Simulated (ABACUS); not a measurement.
ABACUS run on Bi2Se3 (C2/m, 5 atoms in the cell; from Materials Project mp-541837, changed as shown): self-consistent single point.

All values come from this method and carry its errors: PBEsol, numerical atomic orbitals TZDP (confined pseudo-atomic orbitals with Gaussian additions; energy shift 0.01 Ry), PseudoDojo 0.4 standard norm-conserving PBEsol (tails mended) pseudopotentials (ABACUS 3.10.1).

The change in words: lattice vector a scaled by 0.99. Reference geometry (R-3m):
```yaml
crystal:
  lattice:
    - [2.13089, 1.23027, 10.14383]
    - [-2.13089, 1.23027, 10.14383]
    - [0.00000, -2.46054, 10.14383]
  atoms:
    - { symbol: Bi, position: [0.39844, 0.39844, 0.39844] }
    - { symbol: Bi, position: [0.60156, 0.60156, 0.60156] }
    - { symbol: Se, position: [0.00000, 0.00000, 0.00000] }
    - { symbol: Se, position: [0.21572, 0.21572, 0.21572] }
    - { symbol: Se, position: [0.78428, 0.78428, 0.78428] }
```

Reference input (self-consistent single point, DFT, PBEsol, numerical atomic orbitals TZDP (confined pseudo-atomic orbitals with Gaussian additions; energy shift 0.01 Ry), PseudoDojo 0.4 standard norm-conserving PBEsol (tails mended) pseudopotentials): basis = TZDP numerical atomic orbitals, energy shift 0.01 Ry; KPT = Gamma 4 4 4 0 0 0; basis_type = lcao; dft_functional = PBESOL; ecutwfc = 100 Ry; smearing_method = gaussian; smearing_sigma = 0.00146997 Ry; potentials = PseudoDojo 0.4 standard norm-conserving PBEsol (tails mended); symmetry = 1; symmetry_prec = 1e-05; ks_solver = genelpa; scf_nmax = 100. This run's input differs from it in these lines:

```diff
@@ -34,3 +34,3 @@
 LATTICE_VECTORS
-   2.1308930000    1.2302710000   10.1438310000
+   2.1095840000    1.2179680000   10.0423930000
   -2.1308930000    1.2302710000   10.1438310000
@@ -44,4 +44,4 @@
 2
-   0.0000000000   -0.0000007529   22.9131637211 1 1 1
-  -0.0000000000   -0.0000011368   34.5940236123 1 1 1
+  -0.0160444512   -0.0092642042   22.8367867422 1 1 1
+  -0.0242237227   -0.0139869860   34.4787105527 1 1 1
 
@@ -51,4 +51,4 @@
    0.0000000000    0.0000000000    0.0000000000 1 1 1
-  -0.0000000000   -0.0000004076   12.4052779300 1 1 1
-  -0.0000000000   -0.0000014821   45.1019094035 1 1 1
+  -0.0086865297   -0.0050156770   12.3639271300 1 1 1
+  -0.0315816443   -0.0182355132   44.9515701649 1 1 1
 # file: KPT
```

The program printed (abridged):

```
 SELF-CONSISTENT
 -------------------------------------------

                  longest orb rcut (Bohr) = 7
   longest nonlocal projector rcut (Bohr) = 2.54
                     search radius (Bohr) = 19.1

                          real space grid = [ 125, 125, 125 ]
                                 init_chg = atomic

 LCAO ALGORITHM --------------- ION=   1  ELEC=   1--------------------------------

 Density error is 0.0429870042993
 E_KohnSham     -1053.3363749845     -14331.3766104534
 E_Fermi        0.5911820270         8.0434441228

 LCAO ALGORITHM --------------- ION=   1  ELEC=   2--------------------------------

   [... lines left out ...]

   [... 7 blocks of this kind left out ...]

 LCAO ALGORITHM --------------- ION=   1  ELEC=  10--------------------------------

 Density error is 1.27102508712e-07
 E_KohnSham     -1053.4417505593     -14332.8103187009
 E_Fermi        0.5671799216         7.7168787247

 LCAO ALGORITHM --------------- ION=   1  ELEC=  11--------------------------------

 Density error is 3.31486425944e-08
 E_KohnSham     -1053.4417505593     -14332.8103187010
 E_KS(sigma->0) -1053.4417505593     -14332.8103187010
 E_entropy(-TS) -0.0000000000        -0.0000000000
 E_Fermi        0.5671799503         7.7168791151
 charge density convergence is achieved
 final etot is -14332.810319 eV
 EFERMI = 7.7168791151 eV

 STATE ENERGY(eV) AND OCCUPATIONS    NSPIN == 1
   [... 46 lines left out ...]

 TOTAL-FORCE (eV/Angstrom)
                       Bi1        -0.0674504176        -0.0389425057         0.1026216472
                       Bi2         0.0674504176         0.0389425057        -0.1026216472
                       Se1         0.0000000000         0.0000000000         0.0000000000
                       Se2        -0.1439402703        -0.0831039378         0.4026717945
                       Se3         0.1439402703         0.0831039378        -0.4026717945

 TOTAL-STRESS (KBAR)
       -53.4429461172        -2.4148302490         9.2504194155
        -2.4148302490       -50.6545736124         5.3407314752
         9.2504194155         5.3407314752       -55.0376442706
 TOTAL-PRESSURE: -53.045055 KBAR

 --------------------------------------------
 !FINAL_ETOT_IS -14332.8103187009637622 eV
 --------------------------------------------
```

The run converged in 11 iterations. Against the reference run the free energy drops by 8.2 meV/atom, the pressure goes from -5.78 to -5.30 GPa, the largest force goes from 0.474 to 0.436 eV/Å and the gap on the mesh hardly changes (0.416 to 0.411 eV).

Spin-orbit coupling is left out, which matters for bands and gaps with elements this heavy. The atom-centred basis is finite, which shifts total energies, pressures, gaps and forces against plane waves. The structure comes from a collection of computed structures, made at another level of theory; the collection holds predicted forms beside known ones. Its lattice was then scaled.

Cost on one core: roughly 2.1 core-minutes.

The atomic orbitals were generated for these runs; they are not ABACUS's published sets and were checked against plane waves on a few crystals only.

“Tails mended”: in these copies of the files the far tail of each local potential was reset to the Coulomb form.
